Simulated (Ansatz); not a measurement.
## What DFT gives for Cu2SnHgS4

```
Hg Sn Cu S
1.0
    -2.77529    2.77529    5.40156
     2.77529   -2.77529    5.40156
     2.77529    2.77529   -5.40156
Hg Sn Cu S
1 1 2 4
Direct
  0.00000 0.00000 0.00000
  0.50000 0.50000 0.00000
  0.25000 0.75000 0.50000
  0.75000 0.25000 0.50000
  0.60342 0.60342 0.48040
  0.39658 0.87698 0.00000
  0.12302 0.12302 0.51960
  0.87698 0.39658 0.00000
```

Single point in Ansatz 0.2.0 with r2SCAN, with U = 5.63 eV and J = 0.68 eV on Cu d (atomic projectors), collinear spin. Cutoff 500 eV, PAW datasets, 5×5×5 Γ-centred k mesh, methfessel-paxton filling (width 0.2939 eV).

The state carries no moments; the state need not be the lowest.

Task: Describe some of the short contacts.

Result: Cu–S at 2.31 Å: least valence density 0.48 e/Å³ and ELF 0.20 there. Sn–S at 2.40 Å: least valence density 0.59 e/Å³ and ELF 0.49 there. Hg–S at 2.52 Å: least valence density 0.48 e/Å³ and ELF 0.30 there. Both are smooth PAW fields, read partly inside the augmentation spheres.

Task: Which orbitals make up the band edges?

Result: Within 0.7 eV of the edges, the states project mainly on S p (63 %) and Cu d (29 %) below the gap and on S p (29 %), Hg s (18 %) and S s (18 %) above it.

Task: Metal or insulator? Give the gap.

Result: The gap is 0.56 eV, direct at the points sampled.

Task: Give the Bader charges.

Result: Bader charges in e: Cu +0.49, Sn +1.59, Hg +0.58, S -0.79. In the mean Sn gives up most and S takes most.

Task: Is the cell too large or too small?

Result: The pressure is 2.8 GPa (compression positive), so with the atoms held at these fractions the cell would first expand.

Task: Which atom feels the largest force, and which way?

Result: The largest is on S8 (and as large on other atoms): 0.35 eV/Å, components (-0.01, 0.01, 0.35). It makes 58° with the line to a nearest neighbour, Cu3 at 2.31 Å.

Origin: a database entry at a rescaled volume. Caveats: the input typed no starting moments; no spin-orbit coupling, which can shift this gap by tenths of an eV; wide smearing; the gap is not wide against the smearing.

It took 6.1 min on 1 thread of Arm Neoverse V1 (shared host), peak memory 1.9 GiB, starting from a saved density. The time holds forces, stress, Bader, DOS, bands, ELF.
